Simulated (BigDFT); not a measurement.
Worked example: self-consistent single point of 2 x 2 x 2 piece of the rock-salt lattice (O₄Zn₄) in BigDFT.

Computed with PBE, Daubechies wavelet basis, HGH (Krack) norm-conserving potentials made for PBE, isolated boundary conditions (BigDFT).

```xyz
8

Zn    -0.9750    -0.9750    -0.9750
O     -0.9750    -0.9750     0.9750
O     -0.9750     0.9750    -0.9750
Zn    -0.9750     0.9750     0.9750
O      0.9750    -0.9750    -0.9750
Zn     0.9750    -0.9750     0.9750
Zn     0.9750     0.9750    -0.9750
O      0.9750     0.9750     0.9750
```

Reference input (self-consistent single point, DFT, PBE, Daubechies wavelet basis, HGH (Krack) norm-conserving potentials made for PBE, isolated boundary conditions): basis = Daubechies wavelets; dft.hgrids = 0.303 bohr; dft.rmult = 5 8; dft.ixc = PBE; potentials = built-in HGH-K PBE; boundary_conditions = free; dft.gnrm_cv = 1e-04; dft.itermax = 80; dft.idsx = 6; dft.nrepmax = 3. This run's input differs from it in these lines:

```diff
@@ -2,4 +2,4 @@
 dft:
-  hgrids: 0.303
-  rmult: [5, 8]
+  hgrids: 0.538
+  rmult: [3.5, 5]
   ixc: PBE
```

The program printed (abridged):

```
  #------------------------------------------------------------------- Self-Consistent Cycle
 Ground State Optimization:
 - Hamiltonian Optimization: &itrp001
   - Subspace Optimization: &itrep001-01
       Wavefunctions Iterations:
 Calculating wavelets expansion of projectors. Found warnings:  24,
  #WARNING: Projectors too rough: Consider modifying hgrid and/or the localisation radii.
 iter:  1, EKS: -2.95364092300465757E+02, gnrm:  6.87E-01, D:  1.87E+00,
 Calculating wavelets expansion of projectors. Found warnings:  24,
  #WARNING: Projectors too rough: Consider modifying hgrid and/or the localisation radii.
   [... lines left out ...]
  #WARNING: Projectors too rough: Consider modifying hgrid and/or the localisation radii.
 iter:  19, EKS: -2.98313409359494699E+02, gnrm:  1.08E-04, D: -1.47E-06,
 Calculating wavelets expansion of projectors. Found warnings:  24,
  #WARNING: Projectors too rough: Consider modifying hgrid and/or the localisation radii.
 iter:  20, EKS: -2.98313410205012019E+02, gnrm:  9.08E-05, D: -8.46E-07,
       -  &FINAL001  { #---------------------------------------------------------- iter: 21
 Calculating wavelets expansion of projectors. Found warnings:  24,
  #WARNING: Projectors too rough: Consider modifying hgrid and/or the localisation radii.
 iter:  21, EKS: -2.98313410841075211E+02, gnrm:  9.08E-05, D: -6.36E-07,  #FINAL
        #Eigenvalues and New Occupation Numbers
       Orbitals: [
   [... 33 lines left out ...]
 Last Iteration                        : *FINAL001
  #---------------------------------------------------------------------- Forces Calculation
 Total electronic charge               :  71.998638280907
 Electric Dipole Moment (AU):
   P vector                            :  [ -1.814739E-01, -1.814672E-01, -1.814703E-01 ]
   norm(P)                             :  3.14316071E-01
 Electric Dipole Moment (Debye):
   P vector                            :  [ -4.612606E-01, -4.612435E-01, -4.612515E-01 ]
   norm(P)                             :  7.98911690E-01
  #-------------------------------- Warnings obtained during the run, check their relevance!
 WARNINGS:
   [... lines left out ...]
 BigDFT infocode                       :  0
   [... lines left out ...]
 -  {Zn: [ 1.542354131951E+00, -2.726700120092E-01,  1.542354957848E+00]} # 0006
 -  {Zn: [ 1.542353826331E+00,  1.542353841589E+00, -2.726700246081E-01]} # 0007
 -  {O: [-7.499946146140E-01, -7.499946964698E-01, -7.499948014023E-01]} # 0008
 Energy (Hartree)                      : -2.98313410841075211E+02
 Force Norm (Hartree/Bohr)             :  4.44970563676874331E+00
```

The run converged in 21 iterations. Against the reference run the free energy goes up by 26.2 eV/atom and the largest force goes from 2.001 to 113.0 eV/Å.

The grid can part forces that symmetry would make equal. Forces above 1 eV/Å remain at this geometry. This run is one point of a test of settings, so its values need not be converged; read them against the reference run alone. The shape was built by hand and not relaxed. No other spin state was tried in this run. At such grid spacings the totals of these hard atoms are unconverged, and differences carry grid noise.

Cost on one core: around 23 core-seconds (rough).
